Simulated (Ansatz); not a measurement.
The relaxed structure here is a generated cell of Mo: the first start was made by placing the elements on the sites of a structure type, and the end was not matched to a known phase here, so it may be hypothetical. Known forms of Mo include space group No. 229.

A relaxed cell of Mo (P6/mmm (No. 191)), relaxed on a k-mesh at least as fine as the one used below. Computed with r2SCAN (plane waves to 500 eV, PAW, scalar-relativistic; Ansatz, a first-principles code). Γ-centred k-mesh 8×4×13 on the run's cell (coarser than for final values), Fermi–Dirac smearing 0.05 eV.

```
Mo
1.0
    4.65823     0.00000     0.00000
   -4.65823     8.06829     0.00000
    0.00000     0.00000     2.54361
Mo
6
Direct
  0.00000   0.00000   0.00000
  0.00000   0.50000   0.00000
  0.33333   0.33333   0.50000
  0.33333   0.83333   0.50000
  0.66667   0.16667   0.50000
  0.66667   0.66667   0.50000
```

The atoms are displaced by (Å):

```csv
atom,ux,uy,uz
Mo1,0.063,-0.074,-0.207
Mo2,-0.029,-0.119,-0.115
Mo3,-0.053,0.093,0.013
Mo4,0.011,0.111,0.094
Mo5,-0.060,0.112,-0.049
Mo6,-0.006,-0.076,0.006
```

**Question.** What forces (eV/Å) and pressure result?

**Answer.** 
```
atom     Fx     Fy     Fz
----  -----  -----  -----
Mo1   -0.73   0.64  -0.21
Mo2    0.01   2.05  -0.35
Mo3   -0.02  -1.44   0.47
Mo4    0.23  -0.86   0.79
Mo5    0.54  -1.44  -0.38
Mo6   -0.03   1.05  -0.32
```

Pressure +3.3 GPa.

**Question.** Estimate the energy cost of the displacement in the harmonic approximation and compare with the calculation.

**Answer.** For a harmonic well ΔE = −½ Σ F·u = 0.327 eV a cell, or 55 meV/atom. The calculated energy relative to the undisplaced cell is +0.05 eV/atom, so the harmonic estimate holds well.

The undisplaced cell is probably no minimum: from this displacement the run went on to Im-3m (No. 229), 0.44 eV/atom below it.

No spin polarisation in the result.
